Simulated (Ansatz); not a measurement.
AlN (zinc blende)

```
AlN
1.0
    0.00000     2.20161     2.20161
    2.20161     0.00000     2.20161
    2.20161     2.20161     0.00000
N Al
1 1
Direct
  0.75000   0.75000   0.75000
  0.00000   0.00000   0.00000
```

The slice is a {100} plane (indices of the conventional cell) through the point (0.750, 0.750, 0.750) (fractional), spanned by u = [100] and v = [0 1 -1] in vectors of this cell: u (3.11 Å) and v (3.11 Å, at 90° to u). It covers one period; positions are fractions (u, v).

All values below come from PBE (plane waves to 420 eV, PAW, scalar-relativistic; Ansatz, a program for electronic structure). k mesh 13×13×13. These are valence fields of a PAW run, semicore shells included where kept as valence: close to a nucleus they are smooth pseudo fields. AlN was relaxed with its symmetry unable to fall.

### Question
Predict the map of the electrostatic potential energy of an electron, from the cell's mean on the slice.

### Answer
```
|xxxxxx543101345xxxxx|
|xxxxx36642124663xxxx|
|xxxxx67754345776xxxx|
|xxxx6898655568986xxx|
|xx46899987678899864x|
|45679999888889999765|
|45578899999999988755|
|23456889999999886543|
|01245789999999875421|
|00135689999999865310|
|01245789999999875421|
|23456889999999886543|
|45578899999999988755|
|45679999888889999765|
|xx46899987678899864x|
|xxxx6898655568986xxx|
|xxxxx67754345776xxxx|
|xxxxx36642124663xxxx|
|xxxxxx543101345xxxxx|
|xxxxxx542000245xxxxx|
```
Scale: ten equal steps from 1.49 (start of '0') to 6.04 (end of '9'), in the order '0123456789'. Values: electrostatic potential energy of an electron, from the cell's mean, in eV. The map has 20 points along u (one character each, u = 0 at the left) and 20 along v (v = 0 in the bottom row). Points within 0.8 Å of a nucleus are blanked (x), as the pseudised field means little there. The zero, the cell's mean, hangs on the PAW cores.
